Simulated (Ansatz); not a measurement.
Relaxed-ion elastic tensor of Ba₃SiO (anti-perovskite, Pm-3m) in GPa (Voigt order), r²SCAN (plane waves, PAW; program Ansatz); density 4.90 g/cm³, 30.89 Å³ per atom.

```
84.4  22.1  22.1   0.0   0.0   0.0
22.1  84.4  22.1   0.0   0.0   0.0
22.1  22.1  84.4   0.0   0.0   0.0
 0.0   0.0   0.0  26.0   0.0   0.0
 0.0   0.0   0.0   0.0  26.0   0.0
 0.0   0.0   0.0   0.0   0.0  26.0
```

Task: Is the crystal mechanically stable?

Result: Yes: the smallest eigenvalue of C is 26.0 GPa.

Task: Work out the Voigt, Reuss and Hill averages.

Result: K_V = 42.9, K_R = 42.9, K_H = 42.9; G_V = 28.0, G_R = 27.8, G_H = 27.9 GPa.

Task: Give Young's modulus, Poisson's ratio, Pugh's ratio and the universal anisotropy index.

Result: E = 9KG/(3K + G) = 68.8 GPa; ν = 0.23; K/G = 1.54 (brittle by the Pugh limit of 1.75); A_U = 5G_V/G_R + K_V/K_R − 6 = 0.04.

Task: Estimate the sound speeds and the Debye temperature.

Result: v_l = √((K + 4G/3)/ρ) = 4040 m/s, v_t = √(G/ρ) = 2390 m/s, mean 2640 m/s; Θ = (h/k)(3n/4πV)^(1/3) v_m = 251 K.

Task: Give the Zener ratio and Young's modulus along [100], [110] and [111].

Result: A = 2C44/(C11 − C12) = 0.83; 1/E = S11 − 2(S11 − S12 − S44/2)Γ with Γ = 0, 1/4, 1/3 gives 75.2, 67.1, 64.8 GPa.

The first step of the workflow began from a Materials Project structure, measured or hypothetical; the Crystallography Open Database copy checked does not list it. Its standing as an ambient phase is unchecked. The r²SCAN relaxation kept the symmetry of its start; of distortions, only those at the zone centre were tested. A small band overlap can be real or an error of a semilocal functional. As this level gives no gap, shear constants depend on the k-mesh and smearing (Fermi–Dirac, 0.1 eV here). Spin–orbit coupling is left out wherever it is not named.

Potentials: the later of the program's two PAW sets.
